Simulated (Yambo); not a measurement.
Yambo run on CsH (CsCl type, space group Pm-3m, No. 221). The wavefunctions are norm-conserving PBEsol (Quantum ESPRESSO, 72 Ry, scalar-relativistic) ones on a 4×4×4 mesh (5 occupied bands); a = 3.818 Å, b = 3.818 Å, c = 3.818 Å, α = 90.00°, β = 90.00°, γ = 90.00°.

Yambo input:

```
rim_cut
HF_and_locXC
RandQpts= 1000000
RandGvec= 1 Ry
EXXRLvcs= 72 Ry
VXCRLvcs= 288 Ry
% QPkrange
 1 | 1 | 5 | 6 |
 3 | 3 | 5 | 6 |
 6 | 6 | 5 | 6 |
 10 | 10 | 5 | 6 |
%
```

k points by index: 1 = Γ, 3 = X, 6 = M, 10 = R.

The o-*.hf file then holds:

```
#    K-point    Band    Eo [eV]    Ehf [eV]    Vxc [eV]    Vnlxc [eV]
#
    1    5    -2.054196    -5.722359    -8.658634    -12.32680
    1    6    3.238451    7.704591    -8.298171    -3.832031
    3    5    -0.260352    -3.484454    -10.05445    -13.27855
    3    6    2.454265    6.520439    -7.501042    -3.434868
    6    5    -1.276419    -4.629017    -8.934730    -12.28733
    6    6    4.300482    8.993024    -8.467442    -3.774900
    10    5    0.000000    -3.064915    -9.791740    -12.85666
    10    6    2.583413    6.496466    -7.638877    -3.725824
```
Exchange alone, without screening.

Geometry of the Materials Project entry, not relaxed at this level.

The structure is a Materials Project entry; no match was found in the copy of COD used, and its stability was not checked.
